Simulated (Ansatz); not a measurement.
System: Tl₂Ga (fluorite prototype, strained and with displaced atoms), 3 atoms in the cell.

Theory: Ansatz 0.2.0 development build, PBE, plane waves, PAW datasets (generated soft set 1).

Cutoff 600 eV; k-mesh 2×2×2 shifted by (0.5, 0.5, 0.5) steps; Fermi–Dirac smearing of 0.15 eV; no spin polarisation; no spin–orbit coupling.

```
Ga Tl
1.0
    -3.52621    0.15660    3.49978
    -0.01922    3.64484    3.63715
    -3.57166    3.55292    0.11114
Ga Tl
1 2
Direct
  0.66766 0.19929 0.00716
  0.79955 0.50396 0.29863
  0.29062 0.00229 0.81640
```

Problem. Is the cell under compression or tension, and by how much?

Solution. The pressure is 3.90 GPa, so at these settings the cell is compressed and would expand.

Problem. Which atom feels the largest force? Give all forces.

Solution. Ga1, 2.883 eV/Å.

```tsv
atom	Fx (eV/Å)	Fy (eV/Å)	Fz (eV/Å)
Ga1	1.714	1.726	-1.547
Tl2	-0.102	-0.103	0.128
Tl3	-1.611	-1.623	1.419
```

Problem. Metal or insulator on this mesh?

Solution. No gap opens on the mesh: metallic.

The stress includes the program's correction for the finite plane-wave basis.

The k-mesh is coarse, so these values belong to this mesh and can lie far from the converged ones. The elements were drawn onto a prototype; most such cells aren't known phases. Spin–orbit coupling is left out, which matters for 6p elements such as Tl, Pb and Bi.
